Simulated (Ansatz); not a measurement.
**AlCu: moving Cu off its site**

AlCu, Pm-3m, a = 2.998 Å (as given, not relaxed at this level: -8.7 GPa). The structure is a Materials Project entry; whether it is the stable form wasn't checked. Ansatz: LDA, PAW, 420 eV, Γ-centred 16×16×16 mesh on 2 atoms, Gaussian smearing 0.15 eV; no spin polarisation.

```
Al Cu
1.0
     2.99751    0.00000    0.00000
     0.00000    2.99751    0.00000
     0.00000    0.00000    2.99751
Al Cu
1 1
Direct
  0.00000 0.00000 0.00000
  0.50000 0.50000 0.50000
```

Atom 2 (Cu) moves by x along the unit vector (0.000, 0.000, 1.000), with its periodic images; all else is held. y is the free energy of the cell over the start, F the force along the path summed over the moved atoms. Symmetry makes y even in x.

```
  x (Å) y (meV) F (eV/Å)
-0.5000        ?         ?
-0.2500    100.7      0.81
 0.0000      0.0      0.00
 0.1250     25.1     -0.40
 0.1875     56.5     -0.60
 0.3125    157.7     -1.02
 0.3750    227.5     -1.22
 0.4375    310.1     -1.42
```

Fit y = c2 x² + c4 x⁴ to the energies of the other rows, give the force constant, and predict energy and force of the missing row.

Least squares on the rows shown. y = 1608.0 x² + 64.845 x⁴. The force constant is 2 c2 = 3.22 eV/Å², for the cell as given, at -8.7 GPa (for all images moving together, not for a lone atom). With two atoms in a cubic cell this is the optical mode at Γ (in a metal it hangs on mesh and smearing): ω = 521.5 √(2 c2/μ) = 215 cm⁻¹ for μ = 18.94 u. The force −dy/dx at the missing row is 1.64 eV/Å (computed 1.62). At x = -0.5000 the fit asked for gives 406.1 meV. The run gave 405.2 meV, so the fit is 0.9 meV too high, a small miss on the scale of the series.